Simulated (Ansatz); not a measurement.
Question: Each is relaxed and computed with DFT-PBE in the program Ansatz with PAW potentials. Which is the only metal?
A) SiO2, rutile
B) VSi2, P6/mmm (V on 1a, Si on 2d)
C) SiGe, Pmma (Si on 2e, Si on 2f, Ge on 2e, Ge on 2f)
D) SiC, Pm-3n (Si on 6c, C on 6d)

Answer: B, VSi2, P6/mmm (V on 1a, Si on 2d). VSi2: metal; SiC: gap 1.88 eV (indirect); SiGe: gap 0.37 eV (indirect); SiO2: gap 5.04 eV (direct). Constructed cells (a structure type filled with these elements, in neither database checked): VSi2, P6/mmm (V on 1a, Si on 2d). Typed or built starts, not in the databases checked: SiC, Pm-3n (Si on 6c, C on 6d); SiGe, Pmma (Si on 2e, Si on 2f, Ge on 2e, Ge on 2f). Not the usual ambient phase: SiC, Pm-3n (Si on 6c, C on 6d); SiO2, rutile. Began spin-polarised and lost the moments: VSi2, P6/mmm (V on 1a, Si on 2d). All cells were relaxed under the symmetry of their starts (and spin orders); stability against distortions was not tested throughout. Spin–orbit coupling is left out wherever it is not named.

Potentials: the later of the program's two PAW sets.
